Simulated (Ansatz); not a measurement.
A crystal relaxed with r2SCAN in the plane-wave code Ansatz has space group P3m1 (No. 156) and a = 3.897 Å, c = 9.543 Å.

```csv
atom,site,x,y,z
Si,1a,0.0000,0.0000,0.9966
Si,1c,0.6667,0.3333,0.6699
Si,1b,0.3333,0.6667,0.3335
Si,1c,0.6667,0.3333,0.9166
Xx,1b,0.3333,0.6667,0.5848
Xx,1a,0.0000,0.0000,0.2487
```

With r2SCAN the valence top lies at Γ and the conduction bottom at k = (0, 0.417, 0.169), 0.74 eV higher; the smallest vertical gap, at Γ–A (0.20 of the way from Γ), is 1.54 eV. The HSE06 gap is indirect, 1.08 eV (Γ to k = (0, 0.417, 0.169)), below the direct gap of 1.90 eV at Γ–A (0.20 of the way from Γ). The PBE0 gap is indirect, 1.71 eV (Γ to k = (0, 0.417, 0.169)), below the direct gap of 2.54 eV at Γ–A (0.20 of the way from Γ). Meshes: r2SCAN 12×12×4, HSE06 6×6×2, PBE0 6×6×2.

Task: Which element is Xx?
A. Pb
B. Sn
C. C
D. Ge

Result: D. Xx is Ge: an ordered 6-atom cell of Si₂Ge on the diamond lattice (P3m1). Si is surrounded by 3 Si at 2.38 Å and 1 Ge at 2.41 Å; Si is surrounded by 1 Si at 2.35 Å and 3 Ge at 2.39 Å; Si is surrounded by 4 Ge at 2.39–2.40 Å; Si is surrounded by 4 Si at 2.35–2.38 Å; Ge is surrounded by 4 Si at 2.39–2.40 Å; Ge is surrounded by 4 Si at 2.39–2.41 Å.

Values at 0 K without nuclear motion; spin polarisation is off, and the phase may be a hypothetical one.

The runs are scalar-relativistic, without spin-orbit coupling.

Where an edge lies off the special points, it is a point of the mesh or the k point where a search put PBE's edge or least direct gap, reused for the other functionals, whose own edges may lie a little apart.

Coordinates of k points refer to the reciprocal vectors of the primitive cell of the runs.

The meshes of the hybrids are coarse, so their gaps aren't converged to the digits shown.
